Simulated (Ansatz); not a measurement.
4 guesses for Si₄GePt and where they end

All numbers below come from Ansatz, DFT PBE, scalar-relativistic, plane waves, PAW. Settings: cutoff 420 eV, Γ-centred meshes spaced at most about 0.3 Å⁻¹, and about 0.25 Å⁻¹ or finer for metals (2π included), Gaussian smearing. No spin polarisation in the final relaxations.

Each guess was relaxed in cell and atoms at zero pressure, within the symmetry of its start. These are static total energies at zero pressure. Coordination counts Ge or Si atoms around Pt (for each partner element, those within 1.25 times its shortest distance or 1.15 times the sum of covalent radii, where it is the nearest in units of that sum or under 1.3; the shortest distance is added where it is long for a bond).

```json
{"guess": "1", "made from": "CeSiNi4 type", "start group": "Cmmm", "V start (Å³/atom)": "15.1", "end group": "Cmmm", "V end (Å³/atom)": "17.0", "coordination at the end": "Pt 8", "gap on mesh (eV)": "0", "E over the lowest end (meV/atom)": "242"}
{"guess": "2", "made from": "ErCu4Au type", "start group": "F-43m", "V start (Å³/atom)": "14.5", "end group": "?", "V end (Å³/atom)": "?", "coordination at the end": "?", "gap on mesh (eV)": "?", "E over the lowest end (meV/atom)": "?"}
{"guess": "3", "made from": "TaCrB4 type", "start group": "P6/mmm", "V start (Å³/atom)": "13.7", "end group": "P6/mmm", "V end (Å³/atom)": "16.2", "coordination at the end": "Pt 14", "gap on mesh (eV)": "0", "E over the lowest end (meV/atom)": "229"}
{"guess": "4", "made from": "TaWSe4 type", "start group": "P-6m2", "V start (Å³/atom)": "14.8", "end group": "P-6m2", "V end (Å³/atom)": "16.7", "coordination at the end": "Pt 6", "gap on mesh (eV)": "0", "E over the lowest end (meV/atom)": "0"}
```

Guess 2 as it starts:

```
Si Ge Pt
1.0
     0.00000    3.51557    3.51557
     3.51557    0.00000    3.51557
     3.51557    3.51557    0.00000
Si Ge Pt
4 1 1
Direct
  0.87302 0.37566 0.37566
  0.37566 0.37566 0.37566
  0.37566 0.87302 0.37566
  0.37566 0.37566 0.87302
  0.00000 0.00000 0.00000
  0.75000 0.75000 0.75000
```

**Question.** Predict the end of this guess and its energy over the lowest end.

**Answer.** It ends in space group F-43m (No. 216), with a = 7.261 Å, 15.9 Å³/atom and no gap. It lies 0.41 eV/atom over the lowest end, above guess 1 and so the highest of the set. Counting Ge or Si atoms around Pt, this end has Pt 16 from 3.0 Å and the lowest (guess 4) has Pt 6.

Space group F-43m (No. 216). a = 7.261 Å, b = 7.261 Å, c = 7.261 Å, α = 90.00°, β = 90.00°, γ = 90.00°
```tsv
atom	site	symmetry	x	y	z
Si	16e	.3m	0.3744	0.1256	0.8744
Ge	4a	-43m	0.0000	0.0000	0.0000
Pt	4c	-43m	0.2500	0.2500	0.2500
```

Formation energies are uncorrected and refer to the elements' standard structures at the same level.

**Question.** Is the lowest end bound against the elements?

**Answer.** No: its formation energy is +0.10 eV/atom. It can't be a ground state, since the elements alone are lower.

For metals, differences of a few meV/atom aren't resolved. Spin–orbit coupling, which can matter for Pt, is left out. Cells relaxed within their symmetry can be saddle points. A lower structure may well exist outside this small set. Some types were kept out of the candidates beforehand, so the set may lack a known form.
